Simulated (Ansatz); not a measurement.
Input file for Ansatz (a first-principles code):

Ansatz 0.2 input:
```yaml
crystal:
  lattice:
    - [2.7845821688, 1.6076792647, 4.4689243952]
    - [-2.7845821688, 1.6076792647, 4.4689243952]
    - [0.0, -3.2153585294, 4.4689243952]
  atoms:
    - { symbol: Bi, position: [0.2280402147, 0.2280402147, 0.2280402147], spin: 0.0 }
    - { symbol: Bi, position: [0.7719597853, 0.7719597853, 0.7719597853], spin: 0.0 }
    - { symbol: Fe, position: [0.0, 0.0, 0.0], spin: 3.66 }
    - { symbol: Fe, position: [0.5, 0.5, 0.5], spin: -3.68 }
    - { symbol: O, position: [0.8290986266, 0.6732284578, 0.2256505222], spin: 0.0 }
    - { symbol: O, position: [0.2256505222, 0.8290986266, 0.6732284578], spin: 0.0 }
    - { symbol: O, position: [0.6732284578, 0.2256505222, 0.8290986266], spin: 0.0 }
    - { symbol: O, position: [0.1709013734, 0.3267715422, 0.7743494778], spin: 0.0 }
    - { symbol: O, position: [0.7743494778, 0.1709013734, 0.3267715422], spin: 0.0 }
    - { symbol: O, position: [0.3267715422, 0.7743494778, 0.1709013734], spin: 0.0 }
kpoints:
  mp_grid: { grid: [6, 6, 6] }
hamiltonian:
  xc: pbesol
  pseudopotentials: { kind: paw }
magnetization: { spin_polarized: true }
scf:
  occupations: { method: gaussian, width: 0.02 }
dielectric: {}
```

Output (shortened):

```
Pseudopotential: Bi, paw, valence charge 15
Pseudopotential: Fe, paw, valence charge 16
Pseudopotential: O, paw, valence charge 6
Functional definition: PBEsol
a single point of the input's cell can leave the moments in the input for a lower state (scf.lower_state_search) …
Crystal: 10 atoms, lattice volume = 120.037 Å³
Basis set: ecut = 420 eV, 2367 PW (Γ), exchange–correlation on 80×80×80 points (8 copies of the dense FFT grid, shifted against one another)
Bands: 64, of which v1, the nominal top of the filled ones, is band 49 counted from 1 (48 counted from 0)
Symmetry: 6 space group operations
Space group: R-3 (ITA 148), of the structure as read, at distance tolerance 4.9e-5 Å
k-points: 40 of 216
Starting moments: Σ|m| = 7.34 μB on 2 of 10 sites
SCF 1 converged in 13 iterations: F = -36743.655752 eV  dr2 = 2.62e-8
a single point of the input's cell can leave the moments in the input for a lower state (scf.lower_state_search) …
Crystal: 10 atoms, lattice volume = 120.037 Å³
k-points: 112 of 216 (irreducible under 1 space group operation, time reversal used)
Stability of the state it starts from, as read at its close in the collinear treatment …
Starting moments: Σ|m| = 7.34 μB on 2 of 10 sites; this step starts from the density that it was given
iter 1 solved again at ethr=5.17e-8 eV; its pass at ethr=3.10e-3 eV (dr2=5.06e-5 eV) is discarded
SCF iter   1: F=—  HF=-36743.655753 eV  |F-HF|=—  |Δ(HF+E_count)|=         —  Δρ=7.44e-7 (↑5.48e-7 ↓7.44e-7)  dr2=1.65e-9  dr2_m=3.42e-11  M=0.000 μB ∫|m|=7.941 μB  β_m=0.65  ethr=5.17e-8  ⟨swp⟩=4.2  Hψ=100845  notcnv=0
preconditioner: auto → Resta (q_TF=auto, 2.638 Å⁻¹)
spin=Collinear: Resta preconditioning applied to the charge; magnetization (m = ρ↑ − ρ↓) channel mixes plain (no charge-response kernel on spin).
SCF iter   2: F=—  HF=-36743.655752 eV  |F-HF|=—  |Δ(HF+E_count)|=   1.08e-6  Δρ=6.96e-7 (↑6.96e-7 ↓6.17e-7)  dr2=1.48e-9  dr2_m=4.80e-11  M=0.000 μB ∫|m|=7.941 μB  β_m=0.36  ethr=1.68e-12  ⟨swp⟩=3.9  Hψ=39190  notcnv=0
SCF iter   3: F=—  HF=-36743.655752 eV  |F-HF|=—  |Δ(HF+E_count)|=  3.20e-10  Δρ=3.40e-7 (↑3.40e-7 ↓2.64e-7)  dr2=3.55e-10  dr2_m=2.16e-11  M=0.000 μB ∫|m|=7.941 μB  β_m=0.68  ethr=1.51e-12  ⟨swp⟩=2.5  Hψ=19532  notcnv=0
SCF iter   4: F=—  HF=-36743.655752 eV  |F-HF|=—  |Δ(HF+E_count)|=  2.04e-10  Δρ=4.11e-7 (↑3.75e-7 ↓4.11e-7)  dr2=5.32e-10  dr2_m=1.31e-11  M=0.000 μB ∫|m|=7.941 μB  β_m=0.68  ethr=1.00e-12  ⟨swp⟩=2.0  Hψ=20971  notcnv=0
SCF iter   5: F=—  HF=-36743.655752 eV  |F-HF|=—  |Δ(HF+E_count)|=  8.73e-11  Δρ=2.21e-7 (↑1.66e-7 ↓2.21e-7)  dr2=1.41e-10  dr2_m=3.34e-12  M=0.000 μB ∫|m|=7.941 μB  β_m=0.69  ethr=1.00e-12  ⟨swp⟩=1.0  Hψ=14336  notcnv=0
SCF iter   6: F=—  HF=-36743.655752 eV  |F-HF|=—  |Δ(HF+E_count)|=  2.91e-11  Δρ=1.09e-7 (↑1.09e-7 ↓1.03e-7)  dr2=3.62e-11  dr2_m=1.44e-12  M=0.000 μB ∫|m|=7.941 μB  β_m=0.78  ethr=1.00e-12  ⟨swp⟩=1.0  Hψ=14336  notcnv=0
SCF iter   7: F=-36743.655752 eV  HF=-36743.655752 eV  |F-HF|=1.46e-11  |Δ(HF+E_count)|=  1.46e-11  Δρ=9.21e-8 (↑9.21e-8 ↓3.65e-8)  dr2=2.11e-11  dr2_m=1.42e-12  M=0.000 μB ∫|m|=7.941 μB  ethr=1.00e-12  ⟨swp⟩=1.1  Hψ=30091  notcnv=0
SCF 2 converged in 7 iterations: F = -36743.655752 eV  dr2 = 2.11e-11
NSCF: frozen V_eff on 6 k-points
DFPT response loops at Γ: preconditioner auto → Resta (q_TF=auto, 2.638 Å⁻¹)  ε∞=18.4 (no band partly filled) …
── the response to a field inside a basis, on 8×8×8 k-points: an SCF that follows is theirs, and a resumed run solves both again ──
Crystal: 10 atoms, lattice volume = 120.037 Å³
Bands: 50, of which v1, the nominal top of the filled ones, is band 49 counted from 1 (48 counted from 0)
k-points: 88 of 512
SCF iter   1: F=—  HF=-36743.372826 eV  |F-HF|=—  |Δ(HF+E_count)|=         —  Δρ=3.33e-4 (↑3.21e-4 ↓3.33e-4)  dr2=1.34e-4  dr2_m=1.57e-5  M=0.000 μB ∫|m|=7.943 μB  β_m=0.65  ethr=1.00e-1
preconditioner: auto → Resta (q_TF=auto, 2.638 Å⁻¹)
spin=Collinear: Resta preconditioning applied to the charge; magnetization (m = ρ↑ − ρ↓) channel mixes plain (no charge-response kernel on spin).
SCF iter   2: F=—  HF=-36743.372826 eV  |F-HF|=—  |Δ(HF+E_count)|=   5.79e-7  Δρ=1.95e-4 (↑1.92e-4 ↓1.95e-4)  dr2=1.37e-4  dr2_m=4.67e-6  M=0.000 μB ∫|m|=7.940 μB  β_m=0.48  ethr=1.36e-7
SCF iter   3: F=—  HF=-36743.372999 eV  |F-HF|=—  |Δ(HF+E_count)|=   1.73e-4  Δρ=9.78e-5 (↑9.78e-5 ↓9.50e-5)  dr2=1.52e-5  dr2_m=9.23e-7  M=0.000 μB ∫|m|=7.941 μB  β_m=0.57  ethr=1.36e-7
SCF iter   4: F=—  HF=-36743.373021 eV  |F-HF|=—  |Δ(HF+E_count)|=   2.20e-5  Δρ=3.54e-5 (↑3.54e-5 ↓3.16e-5)  dr2=2.62e-6  dr2_m=2.08e-7  M=0.000 μB ∫|m|=7.941 μB  β_m=0.69  ethr=1.55e-8
SCF iter   5: F=—  HF=-36743.373021 eV  |F-HF|=—  |Δ(HF+E_count)|=   8.18e-7  Δρ=1.83e-5 (↑1.58e-5 ↓1.83e-5)  dr2=8.01e-7  dr2_m=2.71e-8  M=0.000 μB ∫|m|=7.941 μB  β_m=0.64  ethr=2.67e-9
SCF iter   6: F=—  HF=-36743.373022 eV  |F-HF|=—  |Δ(HF+E_count)|=   6.57e-7  Δρ=1.13e-5 (↑1.13e-5 ↓5.75e-6)  dr2=2.56e-7  dr2_m=2.31e-8  M=0.000 μB ∫|m|=7.941 μB  β_m=0.71  ethr=8.18e-10
SCF iter   7: F=—  HF=-36743.373022 eV  |F-HF|=—  |Δ(HF+E_count)|=   2.70e-7  Δρ=6.12e-6 (↑4.39e-6 ↓6.12e-6)  dr2=6.52e-8  dr2_m=9.36e-9  M=0.000 μB ∫|m|=7.941 μB  β_m=0.74  ethr=2.61e-10
SCF iter   8: F=-36743.373022 eV  HF=-36743.373022 eV  |F-HF|=6.06e-9  |Δ(HF+E_count)|=   7.32e-8  Δρ=1.35e-6 (↑1.34e-6 ↓1.35e-6)  dr2=9.18e-9  dr2_m=3.55e-10  M=0.000 μB ∫|m|=7.941 μB  ethr=6.65e-11
SCF 1 converged in 8 iterations: F = -36743.373022 eV  dr2 = 9.18e-9
DFPT response loops at Γ: preconditioner auto → Resta (q_TF=auto, 2.638 Å⁻¹)  ε∞=15.5 (no band partly filled) …
SCF converged after 7 iterations
Magnetization: 0.0000 μB (49.0000 up, 49.0000 down)
Absolute magnetization: 7.9444 μB (∫|ρ↑−ρ↓|, with the PAW one-centre terms)
Spin contamination: 4.3386 ħ² per cell (⟨S²⟩ above its minimum at these occupations)
Per-site moments (μB) at R_I (Å): [(-0.0012341586904531883, 0.973554440379623), (-0.0012341586904527767, 0.9735544403796228), (3.5118846205119025, 0.8243581836478258), (-3.5261596520889094, 0.8333620532093987), (0.0029756390223142984, 0.8243581836478258), …
Free energy (F): -36743.655752 eV
Harris-Foulkes:  -36743.655752 eV  (|F-HF|=1.46e-11)
Internal energy: -36743.655752 eV  (E = F + TS)
E sigma→0 (E₀):  -36743.655752 eV
Fermi energy:    12.639189 eV
--- Per-component energies (eV) ---
  E_band       = -678.336149
  E_kinetic    = 2325.209426
  E_local      = -9763.423252  (includes V_loc(G=0)·N_el)
  E_nonlocal   = 1877.075776
  E_hartree    = 3705.300775
  E_xc         = -968.711887
  E_vxc        = -1147.440656  (∫ρ·V_xc dr)
  E_paw        = -24602.050789  (= ΣΔE_a)
  E_vpaw       = -1380.373806  (= ΣTr[D̂ρ^β])
  E_aug_tail   = 0.014816  (compensation charges beyond the density's cutoff)
  E_ewald      = -9317.820252
  E_core_change = 0.749635  (= ΣΔE_core)
  E_smearing   =  0.000000  (= −TS)
  E_closure    = 0.000000  (closes the sum)
  Σ components = -36743.655752   (vs F -36743.655752, Δ=0.00e0)
  [band-id]    e_kinetic+e_local+e_nonlocal+2·e_hartree+e_vxc+e_vpaw+e_augmentation_tail = -678.336146   (vs E_band -678.336149, Δ=3.17e-6)
--- Band table (eV; the first three rows and the last of 224) ---
  k-point 0 ↑: bands = ["-77.6576", "-73.2289", "-43.8318", "-43.7756", "-43.7756", "-39.5167", "-39.4461", "-39.4461", "-10.7715", "-10.7670", "-10.7670", "-10.7496", "-10.7496", "-10.6805", "-10.6297", "-10.6297", "-10.6080", "-10.6080", "-7.4359", …
  k-point 1 ↑: bands = ["-77.6576", "-73.2289", "-43.8318", "-43.7756", "-43.7756", "-39.5167", "-39.4461", "-39.4461", "-10.7718", "-10.7651", "-10.7633", "-10.7405", "-10.7345", "-10.6810", "-10.6362", "-10.6338", "-10.6142", "-10.6107", "-7.3247", …
  k-point 2 ↑: bands = ["-77.6576", "-73.2289", "-43.8318", "-43.7756", "-43.7756", "-39.5167", "-39.4461", "-39.4461", "-10.7660", "-10.7583", "-10.7550", "-10.7240", "-10.7038", "-10.6801", "-10.6521", "-10.6436", "-10.6317", "-10.6179", "-7.0126", …
  k-point 111 ↓: bands = ["-77.6240", "-73.2557", "-43.8454", "-43.7184", "-43.7184", "-39.5304", "-39.4827", "-39.4827", "-10.7606", "-10.7488", "-10.7488", "-10.7311", "-10.7311", "-10.6933", "-10.6364", "-10.6364", "-10.6235", "-10.6235", "-6.9095", …
--- Dielectric response (ions clamped): 3 representative field directions + reference, inside a basis on a mesh of 512 k-points (Σ response iterations 18) ---
  ε∞ (high-frequency dielectric tensor):
       15.345889     0.000000     0.000000
        0.000000    15.345889     0.000000
        0.000000     0.000000    13.551201
  Born effective charges Z* (e; rows j = field, columns β = displacement):
    site 0:
         5.34341    0.12018    0.00000
        -0.12018    5.34341    0.00000
         0.00000    0.00000    3.88252
    site 1:
         5.34341    0.12018    0.00000
        -0.12018    5.34341    0.00000
         0.00000    0.00000    3.88252
    site 2:
         4.42867   -0.84737    0.00000
         0.84737    4.42867    0.00000
         0.00000    0.00000    6.38409
    site 3:
         6.04059    0.76726    0.00000
        -0.76726    6.04059    0.00000
         0.00000    0.00000    4.47772
    site 4:
        -3.37283    0.21487   -0.09783
         0.26829   -3.67920   -0.62066
         0.16119   -0.51589   -3.10448
    site 5:
        -3.39340   -0.28016    0.58642
        -0.22674   -3.65864    0.22561
         0.36618    0.39754   -3.10448
    site 6:
        -3.81182   -0.01484   -0.48860
         0.03858   -3.24021    0.39505
        -0.52737    0.11835   -3.10448
    site 7:
        -3.37283    0.21487   -0.09783
         0.26829   -3.67920   -0.62066
         0.16119   -0.51589   -3.10448
    site 8:
        -3.39340   -0.28016    0.58642
        -0.22674   -3.65864    0.22561
         0.36618    0.39754   -3.10448
    site 9:
        -3.81182   -0.01484   -0.48860
         0.03858   -3.24021    0.39505
        -0.52737    0.11835   -3.10448
  Z* charge neutrality: 1.154e-2 e pre-enforcement
  solved inside a basis spanned on kpoints, on 8×8×8 k-points, its susceptibility summed on 10×10×10: ε∞ is read to err by 7.9e-2, Z* by 7.0e-2 e (field_mesh …
```

Cost: around 17 core-minutes (rough) on shared cores.

The start of the workflow was typed in or built on a structure type; neither database checked (COD, Materials Project) lists it. It is not the phase usual at ambient conditions (space group No. 161). The cell was relaxed with PBEsol under the symmetry of its start, as lowered by the spin order; whether a distortion lowers the energy is not shown. Magnetic state: antiferromagnetic, chosen from 5 collinear starts compared on coarse meshes (ties went to the first, and starts can fall back to one state), not a proven ground state. No Hubbard U is applied. Point labels and valley counts follow the cell and symmetry of the run, lower than the named group. Scalar-relativistic: spin–orbit coupling is off unless named, which matters more the heavier the elements.

Potentials: the later of the program's two PAW sets.

Ansatz is a plane-wave DFT program.
